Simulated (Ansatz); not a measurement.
# SrCd2Sb2: how the free axis answers a strain

SrCd2Sb2, P-3m1, a = 4.701 Å, c = 7.735 Å. The structure is a COD entry; whether it is the stable form wasn't checked. Ansatz: PBEsol, PAW, 420 eV, Γ-centred 12×12×6 mesh on 5 atoms, Gaussian smearing 0.10 eV; no spin polarisation. Series: biaxial strain in the a-b plane, c and atoms relaxed; x is the strain in per cent. y is the change of c in per cent of 7.735 Å.

```tsv
x (%)	y (%)
-3.0	?
-2.0	1.54
-1.0	0.77
0.0	0.00
1.0	-0.79
2.0	-1.54
3.0	-2.32
```

Task: Fit y = c1 x + c2 x² to the other rows, say what c1 measures, and predict the missing y.

Result: Least squares on the rows shown. y = −0.7719 x − 0.0005082 x². With no stress along c, c1 = −2C13/C33 = -0.772. At x = -3.0 the fit asked for gives 2.31 %. The run gave 2.31 %, the same to the digits shown.